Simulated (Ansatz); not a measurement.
Run on MnZn3 (Pm-3m) — field of 200 T on the spins

Level of theory: Ansatz, DFT, PBEsol, PAW with Ansatz's default frozen-core files, scalar-relativistic.

Command: `ansatz run input.yaml --threads 2 --pin off --max-ram 6144MiB --backend cpu --events-out ev --progress --plain --runs-dir out`

```yaml
crystal:
  lattice:
    - [3.86, 0.0, 0.0]
    - [0.0, 3.86, 0.0]
    - [0.0, 0.0, 3.86]
  atoms:
    - { symbol: Mn, position: [0.0, 0.0, 0.0], spin: 3.1 }
    - { symbol: Zn, position: [0.0, 0.5, 0.5] }
    - { symbol: Zn, position: [0.5, 0.0, 0.5] }
    - { symbol: Zn, position: [0.5, 0.5, 0.0] }
magnetization:
  spin_polarized: true
  magnetic_field: 200
kpoints:
  mp_grid: { grid: [7, 7, 7] }
scf:
  occupations: { method: fermi_dirac, width: 0.03 }
  convergence: { dr2_threshold: 1.0e-10 }
  lower_state_search: "off"
hamiltonian:
  xc: pbesol
  pseudopotentials: { kind: paw }
output:
  forces: true
  stress: true
  eigenvalues: true
```

Output:

```
Engine: ansatz 0.2.0
Pseudopotentials: kind: paw
Pseudopotential: Mn, paw, valence charge 15, recommended cutoff 420 eV (normal), Mn.paw.azcp
Pseudopotential: Zn, paw, valence charge 12, recommended cutoff 420 eV (normal), Zn.paw.azcp
Functional definition: PBEsol
  exchange = pbesol_x
  correlation = pbesol_c
Crystal: 4 atoms, lattice volume = 57.512 Å³
Basis set: ecut = 420 eV, 1141 PW (Γ), exchange–correlation on 54×54×54 points (8 copies of the dense FFT grid, shifted against one another)
Bands: 33, of which v1, the nominal top of the filled ones, is band 26 counted from 1 (25 counted from 0)
Symmetry: 48 space group operations
Space group: Pm-3m (ITA 221), of the structure as read, at distance tolerance 3.9e-5 Å
Magnetic group: BNS 221.92 (UNI 1594), of the structure as read, at distance tolerance 3.9e-5 Å
k-points: 20 of 343
Non-local potential: Mn, projectors of the file, l = 0: 3, l = 1: 2, l = 2: 3, l = 3: 1
Non-local potential: Zn, projectors of the file, l = 0: 2, l = 1: 2, l = 2: 3, l = 3: 1
PAW form: soft (Blöchl's): semilocal exchange-correlation on the pseudo side does not see the compensation charge
PAW frozen core: Mn, regenerated for the run's functional, and the local potential with it (the file was generated under x = pbe(κ = 0.804, μ = 0.2195149727645171), c = pbe(β = 0.06672455060314922))
PAW frozen core: Zn, regenerated for the run's functional, and the local potential with it (the file was generated under x = pbe(κ = 0.804, μ = 0.2195149727645171), c = pbe(β = 0.06672455060314922))
PAW one-centre angular grid: Mn, 590 points (default); XC on 64 Gauss nodes
PAW one-centre angular grid: Zn, 590 points (default); XC on 64 Gauss nodes
Initial density: superposition of atomic densities (chi_scale 0.1, normalization cell)
Starting moments: Σ|m| = 3.1 μB on 1 of 4 sites
Magnetic field: 200 T along the axis of the moments, on the spin alone (11.5768 meV per μB along it)
Initial wavefunctions: pseudopotential atomic-orbital guess
Functional: x = pbesol(κ = 0.804, μ = 0.12345679012345678), c = pbesol(β = 0.046)
SCF iter   1: F=—  HF=-13713.378802 eV  |F-HF|=—  |Δ(HF+E_count)|=         —  Δρ=8.89e-2 (↑5.92e-2 ↓8.89e-2)  dr2=1.65e1  dr2_m=2.15e-1  M=2.165 μB ∫|m|=2.721 μB  β_m=0.30  ethr=3.10e-3  ⟨swp⟩=6.3  Hψ=5196  notcnv=0
preconditioner: auto → Kerker (q_TF=auto, 2.674 Å⁻¹)  [metal: Δε(μ)=0.054 eV  Ē_g=8.914 eV  σ=0.030 eV  W_gap=0.42  n_scr=18 (ndim 8)  ℏωp=32.1 eV  f_vac=0.000  D(μ)=2.01/eV (n_scr^D=18)]
spin=Collinear: Kerker preconditioning applied to the charge; magnetization (m = ρ↑ − ρ↓) channel mixes plain (no charge-response kernel on spin).
SCF iter   2: F=—  HF=-13711.922805 eV  |F-HF|=—  |Δ(HF+E_count)|=    1.46e0  Δρ=3.31e-2 (↑3.31e-2 ↓3.06e-2)  dr2=1.58e0  dr2_m=1.46e-2  M=2.804 μB ∫|m|=3.300 μB  β_m=0.30  ethr=3.10e-3  ⟨swp⟩=3.0  Hψ=3074  notcnv=0  defer=69
SCF iter   3: F=—  HF=-13711.636456 eV  |F-HF|=—  |Δ(HF+E_count)|=   2.86e-1  Δρ=1.40e-2 (↑1.40e-2 ↓1.35e-2)  dr2=7.47e-1  dr2_m=1.19e-2  M=2.803 μB ∫|m|=3.304 μB  β_m=0.30  ethr=3.09e-3  ⟨swp⟩=2.6  Hψ=2067  notcnv=0  defer=73
Mixer restart at iter 3: flushing history
spin-set hold released at iteration 3 (the charge has settled, or the pull on large starting moments outlasts its swing): the magnetisation degrees of freedom join the quasi-Newton model from the next iteration; the mixer history was flushed
SCF iter   4: F=—  HF=-13711.527318 eV  |F-HF|=—  |Δ(HF+E_count)|=   1.09e-1  Δρ=1.21e-2 (↑1.06e-2 ↓1.21e-2)  dr2=3.79e-1  dr2_m=1.31e-2  M=2.831 μB ∫|m|=3.366 μB  β_m=0.63  ethr=1.46e-3  ⟨swp⟩=1.6  Hψ=1645  notcnv=0  defer=71
SCF iter   5: F=—  HF=-13711.441172 eV  |F-HF|=—  |Δ(HF+E_count)|=   8.61e-2  Δρ=1.62e-2 (↑1.62e-2 ↓8.33e-3)  dr2=4.03e-1  dr2_m=9.36e-3  M=2.857 μB ∫|m|=3.477 μB  β_m=0.52  ethr=7.44e-4  ⟨swp⟩=3.0  Hψ=2687  notcnv=0  defer=73
SCF iter   6: F=—  HF=-13711.398312 eV  |F-HF|=—  |Δ(HF+E_count)|=   4.29e-2  Δρ=7.14e-3 (↑2.53e-3 ↓7.14e-3)  dr2=3.18e-2  dr2_m=6.57e-3  M=2.919 μB ∫|m|=3.568 μB  β_m=0.74  ethr=7.44e-4  ⟨swp⟩=2.5  Hψ=1890  notcnv=0  defer=74
SCF iter   7: F=—  HF=-13711.401374 eV  |F-HF|=—  |Δ(HF+E_count)|=   3.06e-3  Δρ=3.15e-3 (↑3.15e-3 ↓1.73e-3)  dr2=4.79e-3  dr2_m=1.45e-3  M=2.937 μB ∫|m|=3.600 μB  β_m=0.62  ethr=6.24e-5  ⟨swp⟩=2.6  Hψ=2148  notcnv=0  defer=74
SCF iter   8: F=—  HF=-13711.399740 eV  |F-HF|=—  |Δ(HF+E_count)|=   1.63e-3  Δρ=1.67e-3 (↑1.67e-3 ↓3.87e-4)  dr2=1.41e-3  dr2_m=4.08e-4  M=2.944 μB ∫|m|=3.613 μB  β_m=0.76  ethr=9.39e-6  ⟨swp⟩=2.0  Hψ=2317  notcnv=0  defer=74
SCF iter   9: F=—  HF=-13711.399836 eV  |F-HF|=—  |Δ(HF+E_count)|=   9.51e-5  Δρ=6.07e-4 (↑6.07e-4 ↓2.42e-4)  dr2=2.53e-4  dr2_m=2.86e-5  M=2.951 μB ∫|m|=3.627 μB  β_m=0.88  ethr=2.77e-6  ⟨swp⟩=2.5  Hψ=2068  notcnv=0  defer=74
SCF iter  10: F=—  HF=-13711.399862 eV  |F-HF|=—  |Δ(HF+E_count)|=   2.68e-5  Δρ=2.28e-4 (↑1.58e-4 ↓2.28e-4)  dr2=9.74e-5  dr2_m=8.18e-7  M=2.953 μB ∫|m|=3.632 μB  β_m=0.91  ethr=4.96e-7  ⟨swp⟩=2.5  Hψ=1963  notcnv=0  defer=74
SCF iter  11: F=—  HF=-13711.399856 eV  |F-HF|=—  |Δ(HF+E_count)|=   6.79e-6  Δρ=5.18e-5 (↑2.35e-5 ↓5.18e-5)  dr2=4.25e-6  dr2_m=1.32e-7  M=2.953 μB ∫|m|=3.632 μB  β_m=0.95  ethr=1.91e-7  ⟨swp⟩=1.5  Hψ=1283  notcnv=0  defer=74
SCF iter  12: F=—  HF=-13711.399850 eV  |F-HF|=—  |Δ(HF+E_count)|=   5.94e-6  Δρ=1.41e-5 (↑6.07e-6 ↓1.41e-5)  dr2=3.05e-7  dr2_m=9.43e-9  M=2.953 μB ∫|m|=3.632 μB  β_m=0.98  ethr=8.34e-9  ⟨swp⟩=1.6  Hψ=1315  notcnv=0  defer=74
SCF iter  13: F=—  HF=-13711.399850 eV  |F-HF|=—  |Δ(HF+E_count)|=   1.95e-8  Δρ=3.09e-6 (↑3.09e-6 ↓2.13e-6)  dr2=1.83e-8  dr2_m=1.54e-10  M=2.953 μB ∫|m|=3.632 μB  β_m=0.88  ethr=5.98e-10  ⟨swp⟩=1.6  Hψ=1323  notcnv=0  defer=74
SCF iter  14: F=—  HF=-13711.399850 eV  |F-HF|=—  |Δ(HF+E_count)|=   1.44e-9  Δρ=4.03e-7 (↑4.03e-7 ↓3.13e-7)  dr2=1.50e-10  dr2_m=3.31e-11  M=2.953 μB ∫|m|=3.632 μB  β_m=0.94  ethr=3.60e-11  ⟨swp⟩=1.9  Hψ=1457  notcnv=0  defer=74
SCF iter  15: F=-13711.399850 eV  HF=-13711.399850 eV  |F-HF|=1.46e-11  |Δ(HF+E_count)|=  7.28e-12  Δρ=1.43e-7 (↑1.02e-7 ↓1.43e-7)  dr2=3.47e-11  dr2_m=5.28e-13  M=2.953 μB ∫|m|=3.632 μB  ethr=1.00e-12  ⟨swp⟩=9.7  Hψ=6319  notcnv=0
SCF 1 converged in 15 iterations: F = -13711.399850 eV  dr2 = 3.47e-11
  greatest PAW one-centre occupation: 1.002 electrons in one spin orbital (limit 2), on the Mn atom at site 0 (counted from 0), in its partial waves of l = 1
SCF converged after 15 iterations
Magnetization: 2.9530 μB (26.9765 up, 24.0235 down)
Absolute magnetization: 3.6256 μB (∫|ρ↑−ρ↓|, with the PAW one-centre terms)
Spin contamination: 0.2678 ħ² per cell (⟨S²⟩ above its minimum at these occupations)
Per-site moments (μB) at R_I (Å): [(3.1539660091422763, 1.1258907723442801), (-0.06417850196309116, 1.1258907723442801), (-0.06417850196309094, 1.1258907723442801), (-0.06417850196309129, 1.1258907723442801)]
Free energy (F): -13711.399850 eV
Harris-Foulkes:  -13711.399850 eV  (|F-HF|=1.46e-11)
Internal energy: -13711.393567 eV  (E = F + TS)
E sigma→0 (E₀):  -13711.396708 eV
Entropy (-TS):   -0.006282 eV (-1.571 meV/atom)
Fermi energy:    12.133680 eV
--- Per-component energies (eV) ---
  E_band       = -75.827124
  E_kinetic    = 697.696263
  E_local      = -6416.316450  (includes V_loc(G=0)·N_el)
  E_nonlocal   = 2081.231133
  E_hartree    = 2669.453945
  E_xc         = -521.341397
  E_vxc        = -304.322128  (∫ρ·V_xc dr)
  E_paw        = -6635.405675  (= ΣΔE_a)
  E_vpaw       = -1472.988738  (= ΣTr[D̂ρ^β])
  E_aug_tail   = -0.001038  (compensation charges beyond the density's cutoff)
  E_zeeman     = -0.034187  (= −μ_B·B·M)
  E_ewald      = -5589.237876
  E_core_change = 2.561715  (= ΣΔE_core)
  E_smearing   = -0.006282  (= −TS)
  E_closure    = 0.000000  (closes the sum)
  Σ components = -13711.399850   (vs F -13711.399850, Δ=0.00e0)
--- Forces (eV/Å), atoms counted from 1 ---
  atom   1  Mn    -0.00000000     0.00000000     0.00000000
  atom   2  Zn     0.00000000     0.00000000    -0.00000000
  atom   3  Zn     0.00000000    -0.00000000     0.00000000
  atom   4  Zn     0.00000000    -0.00000000    -0.00000000
  max |Σ_I F_I| component: 4.36e-29 eV/Å
--- Stress (GPa, compression-positive) ---
       -8.145400       0.000000       0.000000
        0.000000      -8.145400       0.000000
        0.000000       0.000000      -8.145400
  P = ⅓ Tr σ = -8.1454 GPa (-81.454 kbar)
--- Band table (eV; the first three rows and the last of 40) ---
  k-point 0 ↑: bands = ["-68.1201", "-36.9994", "-36.9994", "-36.9994", "2.2663", "4.1341", "4.3783", "4.3783", "4.3783", "4.4542", "4.4542", "5.1250", "5.1250", "5.1250", "5.3957", "5.3957", "5.6279", "5.6883", "5.6883", "5.6883", "9.6859", "9.6859", "10.5980", "10.5980", "10.5980", "11.9385", "11.9385", "11.9385", "15.7988", "15.7988", "16.5216", "21.1972", "21.1972"]
  k-point 1 ↑: bands = ["-68.1201", "-36.9999", "-36.9994", "-36.9994", "2.4793", "4.1858", "4.4024", "4.4206", "4.4206", "4.4784", "4.5175", "5.1031", "5.1295", "5.1295", "5.3607", "5.3981", "5.5965", "5.6027", "5.6027", "5.6883", "9.3053", "9.6874", "10.3492", "10.3492", "10.5940", "11.0346", "12.4459", "12.4459", "15.8222", "16.2706", "17.8289", "20.4222", "20.4763"]
  k-point 2 ↑: bands = ["-68.1200", "-37.0010", "-36.9993", "-36.9993", "3.0914", "4.3206", "4.4632", "4.5364", "4.5438", "4.5438", "4.6810", "5.0470", "5.1265", "5.1265", "5.2763", "5.3981", "5.3999", "5.3999", "5.5114", "5.6885", "7.8091", "9.6910", "10.0105", "10.0105", "10.5487", "10.5850", "13.5486", "13.5486", "15.8927", "16.6034", "18.6040", "18.6040", "19.1711"]
  k-point 19 ↓: bands = ["-64.7498", "-33.6914", "-33.6914", "-33.6914", "4.2805", "4.3390", "4.3390", "4.3669", "4.8764", "4.8764", "4.9170", "5.1092", "5.1752", "5.1752", "5.2835", "5.2835", "5.5640", "5.5640", "5.6314", "8.1050", "9.5816", "9.5816", "9.7753", "10.6290", "10.6290", "11.3145", "13.7464", "13.7464", "15.1128", "15.2485", "15.2485", "15.8460", "26.8637"]
```

Site moments (μB): Mn1 3.15, Zn2 -0.06, Zn3 -0.06, Zn4 -0.06. Cell moment 2.95 μB.

The magnetic group in the log treats spin as a scalar label, without spin–orbit coupling.

The PAW files were made with PBE; the program remakes their cores once for the run's functional and then keeps them frozen. The Ansatz runs typed with the search for lower states off end where their start leads. None of this fixes the real material's magnetic order: only patterns that fit the cell were computed, at zero temperature, with a functional that can overstate moments.

It took 3.2 s on 2 threads of Arm Neoverse V2, on a shared host, peak memory 0.36 GiB.
